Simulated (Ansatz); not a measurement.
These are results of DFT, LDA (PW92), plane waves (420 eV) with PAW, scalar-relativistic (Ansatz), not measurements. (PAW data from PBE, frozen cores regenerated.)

An element in the simple cubic structure gives this curve. The cell is scaled uniformly from the relaxed one, with fractional coordinates and shape fixed. Energies are extrapolated to zero smearing, pressures are those at the given smearing. Magnetic state: spin not included.

```
V (Å³/atom)  E − E₀ (meV/atom)  P (GPa)
     16.846              101.8    15.89
     17.612               41.5     9.45
     18.377                9.3     4.19
     19.143                0.0    -0.05
     19.909                8.9    -3.45
     20.675               32.5    -6.18
     21.440               67.8    -8.37
```

**Question.** Which element is it?
A. arsenic
B. gallium
C. platinum
D. palladium

**Answer.** A. Its fit is V₀ = 19.12 Å³/atom, B₀ = 95 GPa, B₀′ = 4.4.
